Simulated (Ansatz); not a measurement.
C:
```
CELL_PARAMETERS angstrom
     -1.32924     2.77521     2.32783
      1.32924    -2.77521     2.32783
      1.32924     2.77521    -2.32783
ATOMIC_POSITIONS crystal
  C  0.66997 0.32568 0.99565
  C  0.33003 0.67432 0.00435
  C  0.83003 0.82568 0.65571
  C  0.16997 0.17432 0.34429
  C  0.75000 0.75000 0.00000
  C  0.25000 0.25000 0.00000
```

Relaxed with r²SCAN.

Question: Map the valence electron density (e/Å³), cut off at 2 on the plane through (0.670, 0.326, 0.996) spanned by u = [1, 1, 0] and v = [1, -1, 0] in lattice vectors, from plane-wave PAW r²SCAN (Ansatz code).

Answer: x is the fraction of u, y of v (the angle between them is 90°; rows are the nearest grid lines); atoms in the plane: C at (0.00, 0.00), C at (0.50, 0.50), C at (0.00, 0.66), C at (0.50, 0.16), C at (0.25, 0.83), C at (0.75, 0.33), C at (0.25, 0.33), C at (0.75, 0.83).
```
y \ x   0.000  0.0870  0.174  0.261  0.348  0.435  0.565  0.652  0.739  0.826  0.913   1.00
------  -----  ------  -----  -----  -----  -----  -----  -----  -----  -----  -----  -----
1.00     1.38    1.62  0.752  0.350  0.343  0.570  0.570  0.343  0.350  0.752   1.62   1.38
0.935    1.60    1.70   1.35  0.984  0.703  0.562  0.562  0.703  0.984   1.35   1.70   1.60
0.839   0.573   0.955   1.71   1.43   1.59  0.772  0.772   1.59   1.43   1.71  0.955  0.573
0.774   0.913    1.20   1.76   1.62   1.29  0.719  0.719   1.29   1.61   1.76   1.20  0.913
0.677    1.47    1.74  0.903  0.473  0.410  0.561  0.561  0.410  0.473  0.903   1.74   1.47
0.613    1.64    1.25  0.456  0.204  0.344  0.848  0.848  0.344  0.204  0.456   1.25   1.64
0.548    1.11   0.706  0.271  0.220  0.592   1.43   1.43  0.592  0.220  0.271  0.706   1.11
0.452   0.544   0.534  0.595  0.848   1.33   1.83   1.83   1.33  0.848  0.595  0.534  0.544
0.387   0.544   0.794   1.37   1.68   1.66   1.12   1.12   1.66   1.68   1.37  0.794  0.544
0.323   0.564   0.947   1.70   1.42   1.60  0.780  0.780   1.60   1.42   1.70  0.947  0.564
0.226   0.565   0.624  0.808   1.12   1.45   1.68   1.68   1.45   1.12  0.808  0.624  0.565
0.161   0.701   0.522  0.333  0.421  0.969   1.68   1.68  0.969  0.421  0.333  0.522  0.701
0.0645   1.65    1.10  0.377  0.185  0.382   1.01   1.01  0.382  0.185  0.377   1.10   1.65
0.000    1.38    1.62  0.752  0.350  0.343  0.570  0.570  0.343  0.350  0.752   1.62   1.38
```

The density is the valence pseudo-density with augmentation charge, so density and ELF within about 1 Å of a nucleus are not all-electron values.

Space group Ibam. The start of the workflow was typed in or built on a structure type; neither database checked (COD, Materials Project) lists it. It is not the phase usual at ambient conditions (space group No. 194, 227). The cell was relaxed with r²SCAN under the symmetry of its start; its stability against distortions is not shown here. The volume moved by 19 % from the start of the relaxation.

Potentials: the earlier of the program's two PAW sets.
